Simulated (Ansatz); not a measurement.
An Ansatz (an electronic-structure program) input:

Ansatz 0.2 input:
```yaml
crystal:
  lattice:
    - [3.5392028094, 0.0, 0.0]
    - [-1.7696014047, 3.0650395421, 0.0]
    - [0.0, 0.0, 11.3780533429]
  atoms:
    - { symbol: Y, position: [0.0, 0.0, 0.0] }
    - { symbol: Y, position: [0.0, 0.0, 0.5] }
    - { symbol: Y, position: [0.3333333333, 0.6666666667, 0.25] }
    - { symbol: Y, position: [0.6666666667, 0.3333333333, 0.75] }
kpoints:
  mp_grid: { grid: [10, 10, 3] }
  band_path:
    path:
      - [[0.0, 0.0, 0.0], [0.5, 0.0, 0.0], [0.3333333333, 0.3333333333, 0.0], [0.0, 0.0, 0.0], [0.0, 0.0, 0.5], [0.5, 0.0, 0.5], [0.3333333333, 0.3333333333, 0.5], [0.0, 0.0, 0.5]]  # Γ-M-K-Γ-A-L-H-A
      - [[0.5, 0.0, 0.5], [0.5, 0.0, 0.0]]  # L-M
      - [[0.3333333333, 0.3333333333, 0.5], [0.3333333333, 0.3333333333, 0.0]]  # H-K
    npoints: 8
basis: { xc_grid: 2 }
hamiltonian:
  xc: pbesol
  pseudopotentials: { kind: paw }
magnetization: { noncollinear: true, spin_orbit: true }
scf:
  n_extra_bands: 12
  convergence: { dr2_threshold: 0.0000000001 }
  occupations: { method: gaussian, width: 0.05 }
output: { eigenvalues: true }
```

Task: How many symmetry operations and irreducible k-points will the run report?

Result: 24 operations, 28 of 300 k-points.

Task: With a cutoff of 420 eV, how many plane waves at Γ?

Result: 2385.

It took about 60 core-seconds (a rough figure) on shared server cores.

Space group P6_3/mmc (dhcp (α-La type)). The workflow started from a Materials Project entry (that database holds measured and hypothetical structures alike). Its sites differ from those of the usual phase in this space group: another stacking or structure type. Symmetry was held in the PBEsol relaxation; of distortions, only those at the zone centre were tested. No spin polarisation was allowed.

Potentials: the later of the program's two PAW sets.

Ansatz is a plane-wave DFT program.
